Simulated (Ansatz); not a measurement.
Rb4CaSe4O14 — 85Rb NMR of the central transition

Cell: a computed structure from the Materials Project (it need not be an observed phase), atoms as given.

```cif
data_structure
_symmetry_space_group_name_H-M 'P 1'
_symmetry_Int_Tables_number 1
_cell_length_a 7.6740
_cell_length_b 8.1195
_cell_length_c 8.7546
_cell_angle_alpha 113.495
_cell_angle_beta 91.354
_cell_angle_gamma 93.627
_cell_volume 498.55
loop_
_atom_site_label
_atom_site_type_symbol
_atom_site_fract_x
_atom_site_fract_y
_atom_site_fract_z
_atom_site_occupancy
Rb1 Rb 0.27905 0.18152 0.59108 1
Rb2 Rb 0.15223 0.44907 0.25659 1
Rb3 Rb 0.67618 0.74466 0.31843 1
Rb4 Rb 0.80288 0.55842 0.75099 1
Ca5 Ca 0.54515 0.09313 0.92958 1
Se6 Se 0.32775 0.69455 0.78870 1
Se7 Se 0.15843 0.88272 0.15998 1
Se8 Se 0.63379 0.30592 0.33261 1
Se9 Se 0.88622 0.08555 0.76957 1
O10 O 0.45354 0.59837 0.87780 1
O11 O 0.99759 0.72243 0.09381 1
O12 O 0.52537 0.33143 0.16296 1
O13 O 0.04560 0.24476 0.86672 1
O14 O 0.15759 0.56977 0.67672 1
O15 O 0.31860 0.83758 0.26348 1
O16 O 0.80926 0.46057 0.38126 1
O17 O 0.69969 0.18170 0.74730 1
O18 O 0.42922 0.82549 0.70692 1
O19 O 0.10225 0.08977 0.25342 1
O20 O 0.49685 0.39741 0.48942 1
O21 O 0.94574 0.94520 0.58479 1
O22 O 0.25670 0.89372 0.96972 1
O23 O 0.81698 0.97711 0.89065 1
```

Atom numbers follow the list; atoms alike are taken as one site, whose name carries the number of the first.

Computed with Ansatz: DFT, PBE, plane waves and PAW, scalar-relativistic, 420 eV cutoff, Γ-centred 5×5×4 k-points, Fermi–Dirac smearing 0.05 eV.

85Rb has I = 5/2 and Q = 276.0 mb (Pyykkö 2018); at 11.7 T its Larmor frequency is ν₀ = 48.3 MHz. Only the quadrupole interaction is simulated: positions count from each site's isotropic chemical shift, and shift anisotropy, dipolar and J coupling are left out.

(1) Give C_Q, η, the quadrupolar product P_Q = |C_Q|(1 + η²/3)^½, the second-order isotropic shift and the breadth of the pattern (static powder) for each Rb site.

Answers

(1) 

```json
{"site": "Rb1", "first shell": "6 O at 2.76–3.14 Å; also 2 O at 3.47–3.48 Å", "C_Q (MHz)": "-48.8", "η": "0.78", "P_Q (MHz)": "53.5", "δ_QIS (ppm)": "-7370", "breadth (kHz)": "2635"}
{"site": "Rb2", "first shell": "8 O at 2.87–3.45 Å", "C_Q (MHz)": "-24.1", "η": "0.55", "P_Q (MHz)": "25.2", "δ_QIS (ppm)": "-1641", "breadth (kHz)": "560"}
{"site": "Rb3", "first shell": "5 O at 2.82–3.20 Å", "C_Q (MHz)": "29.3", "η": "0.59", "P_Q (MHz)": "31.0", "δ_QIS (ppm)": "-2474", "breadth (kHz)": "855"}
{"site": "Rb4", "first shell": "7 O at 2.82–3.11 Å", "C_Q (MHz)": "-22.6", "η": "0.79", "P_Q (MHz)": "24.8", "δ_QIS (ppm)": "-1581", "breadth (kHz)": "566"}
```

δ_QIS = −(ν_Q²/30ν₀²)[I(I+1) − 3/4](1 + η²/3) × 10⁶ ppm with ν_Q = 3|C_Q|/[2I(2I−1)]; it falls as 1/B₀² in ppm, and the breadth as 1/B₀ in kHz.

With ν_Q/ν₀ up to 0.15, terms beyond second order are no longer negligible.

The largest force is 0.4 eV/Å, so the atoms aren't at the calculated equilibrium and relaxing them would move these values. Without spin–orbit coupling (the program notes it for Rb) the gradients are little affected as a rule: paired runs on crystals with a gap mostly move them by under 2 % at such atoms.
